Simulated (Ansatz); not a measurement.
MgS (rock salt), relaxed and computed with several functionals in Ansatz (plane waves, PAW).

```json
[
 {"functional": "HSE06", "a (Å)": "5.194", "gap (eV)": "3.82", "B₀ by P(V) fit (GPa)": "80.0"},
 {"functional": "PBEsol", "a (Å)": "5.182", "gap (eV)": "2.73", "B₀ by P(V) fit (GPa)": "78.1"},
 {"functional": "r²SCAN", "a (Å)": "5.203", "gap (eV)": "3.46", "B₀ by P(V) fit (GPa)": "79.8"},
 {"functional": "PBE", "a (Å)": "___", "gap (eV)": "___", "B₀ by P(V) fit (GPa)": "___"}
]
```

### Question
Some entries are withheld; supply them.

### Answer

- PBE, a (Å): 5.230
- PBE, gap (eV): 2.76
- PBE, B₀ by P(V) fit (GPa): 73.9

All cells were relaxed under the symmetry of their starts (and spin orders); stability against distortions was not tested throughout.

Potentials: the later of the program's two PAW sets.

Ansatz (a program for electronic structure) is a plane-wave DFT program.
